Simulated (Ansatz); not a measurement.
# Structures of Si$_{2}$I: which is lowest?

Plane-wave DFT in Ansatz with scalar-relativistic PAW potentials, cutoff 420 eV, Γ-centred meshes chosen by cell and gap, Gaussian smearing with energies taken to zero width. Every cell was relaxed (cell and atoms) in a run of its own, within the symmetry of its start. Functional: PBE.

Relaxed structures (starts from databases or built by putting these elements on another compound's sites):
A. P4/mmm, 6 atoms in the computed cell, a = 3.601 Å, c = 5.467 Å; sites (symmetry × multiplicity) Si mmm. × 2, I 4/mmm × 1; start: built
B. Pnnm, 6 atoms in the computed cell, a = 4.937 Å, b = 9.916 Å, c = 3.460 Å; sites (symmetry × multiplicity) Si ..m × 4, I ..2/m × 2; start: built

Q: Rank them by energy. Could pressure change the order?

A:
| structure | group | E − E(lowest) (meV/atom) | V (Å³/atom) | gap on mesh (eV) |
| --- | --- | --- | --- | --- |
| A | P4/mmm | 0.0 | 23.63 | 0.00 |
| B | Pnnm | 433 | 28.23 | 0.00 |

A is lowest, 433 meV/atom under B. The lowest is also the densest of these, so pressure wouldn't bring one of the others in at first order. Other structures may lie lower than all of these, and vibrations aren't counted.

Spin-orbit coupling is left out, which matters for the bands of heavy elements. Spin polarisation was left out, and a magnetic state may lie lower.